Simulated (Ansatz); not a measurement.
## Relaxing a structure of ZnS

The start is a generated cell, ZnS placed in the zincblende structure type. Cell shape, volume and atoms are optimised at zero target pressure with r2SCAN (plane waves to 500 eV, PAW, scalar-relativistic; Ansatz, a first-principles code). The first steps use a coarse 7×7×7 k-mesh.

The start:
```
CELL_PARAMETERS angstrom
      0.00000     2.70465     2.70465
      2.70465     0.00000     2.70465
      2.70465     2.70465     0.00000
ATOMIC_POSITIONS crystal
  S  0.75000 0.75000 0.75000
  Zn 0.00000 0.00000 0.00000
```

By how much does the energy per atom fall from start to end?

1 meV/atom.

How does the volume change?

-1.1 %, from 19.78 to 19.56 Å³/atom.

What band gap does the relaxed structure have at this level?

2.70 eV, direct at Γ (no spin-orbit coupling).

Write out the relaxed structure.


Space group F-43m (No. 216); a = b = c = 5.3891 Å, α = β = γ = 90.00°

```tsv
atom	site	symmetry	x	y	z
S	4c	-43m	0.2500	0.2500	0.2500
Zn	4a	-43m	0.0000	0.0000	0.0000
```
(The calculation used a cell of 2 atoms; values per cell refer to that cell.)

The space group stays F-43m (No. 216) (the run could not lower it); the end is zinc blende type, with 2 atoms in the primitive cell. Final values are on a 11×11×11 k-mesh of the relaxed cell. No spin polarisation in the result.

The run could not lose the symmetry of its start; a randomly shaken copy of 2 atoms returns to this structure.

All atoms sit on sites fixed by symmetry, so only the cell could relax.
